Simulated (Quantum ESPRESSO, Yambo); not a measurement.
**G0W0 results for SrAgSF**

```
SrAgSF
1.0
    4.10863     0.00000     0.00000
    0.00000     4.10863     0.00000
    0.00000     0.00000     9.13010
F S Sr Ag
2 2 2 2
Direct
  0.50000   0.50000   0.00000
  0.00000   0.00000   0.00000
  0.00000   0.50000   0.30829
  0.50000   0.00000   0.69171
  0.00000   0.50000   0.84394
  0.50000   0.00000   0.15606
  0.50000   0.50000   0.50000
  0.00000   0.00000   0.50000
```

The geometry is that of Materials Project entry mp-1078562, symmetrised and not relaxed again.

Starting point: PBEsol (pw.x of Quantum ESPRESSO, ONCV potentials, no spin-orbit coupling). G0W0 in Yambo: 4×4×1 Γ-centred k mesh, bands 9 to 237 and a 7 Ry block in the screening, 237 bands in G with the Bruneval-Gonze terminator, plasmon pole fitted at 27.2 eV.

```json
{
 "PBEsol gap along the band path": "1.10 eV",
 "PBEsol gap between the mesh's edge points (Γ → Γ)": "1.10 eV",
 "G0W0 gap between the same points": "2.20 eV"
}
```

| k point | band | E PBEsol (eV) | E QP (eV) | shift (eV) | Z |
|---|---|---|---|---|---|
| Γ | VB | 0.00 | -0.72 | -0.72 | 0.79 |
| Γ | CB | 1.10 | 1.48 | 0.38 | 0.82 |
| X | VB | -0.50 | -1.23 | -0.73 | 0.78 |
| X | CB | 2.66 | 3.18 | 0.53 | 0.81 |
| M | VB | -1.18 | -1.93 | -0.75 | 0.78 |
| M | CB | 3.33 | 3.81 | 0.48 | 0.82 |

Energies count from the PBEsol valence-band maximum.

Nearest settings tried, and what they do to the gap: 159 bands in G: +3 meV; 159 bands in W, 159 bands in G: +30 meV; 6 Ry block (257 vectors against 339): -14 meV; 2×2×1 mesh: -129 meV. So the settings aren't converged at that level.

Spin-orbit splittings are left out.

The structure is a Materials Project entry; no match was found in the copy of COD used, and its stability was not checked.
